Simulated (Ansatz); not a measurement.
MgTe:
```xyz
4
Lattice="4.6087 0.0000 0.0000 -2.3044 3.9913 0.0000 0.0000 0.0000 7.4984" Properties=species:S:1:pos:R:3 pbc="T T T"
Mg     0.0000     2.6609     7.4741
Mg     2.3044     1.3304     3.7249
Te     0.0000     2.6609     2.7988
Te     2.3044     1.3304     6.5480
```

Relaxed with PBE. Special points in fractions of this cell's reciprocal vectors: Γ (0.000, 0.000, 0.000); M (0.500, 0.000, 0.000); K (0.333, 0.333, 0.000); A (0.000, 0.000, 0.500); L (0.500, 0.000, 0.500); H (0.333, 0.333, 0.500).

**Question.** List the band energies nearest the valence-band maximum at these points for plane-wave PAW PBE (Ansatz code).

**Answer.** In eV from the valence-band maximum; about four levels below and three above (degenerate sets whole), none deeper than 8.9 eV; points with the same levels are listed once.

| k | below | above |
|---|---|---|
| Γ | -0.48 -0.48 -0.01 -0.01 0.00 | 2.37 2.94 5.27 5.27 |
| M | -1.89 -1.18 -0.96 -0.43 | 3.18 3.84 4.26 |
| K | -2.26 -1.35 -1.35 -1.31 | 3.59 5.58 5.58 |
| A | -0.26 -0.26 -0.26 -0.26 | 3.39 3.39 5.53 5.53 5.53 5.53 |
| L | -0.86 -0.86 -0.85 -0.85 | 3.22 3.22 4.27 4.27 |
| H | -1.86 -1.86 -0.60 -0.60 | 3.87 3.87 5.15 5.15 |

Space group P6_3mc (wurtzite). Symmetry was held in the PBE relaxation. Spin–orbit coupling is left out wherever it is not named.

Potentials: the earlier of the program's two PAW sets.
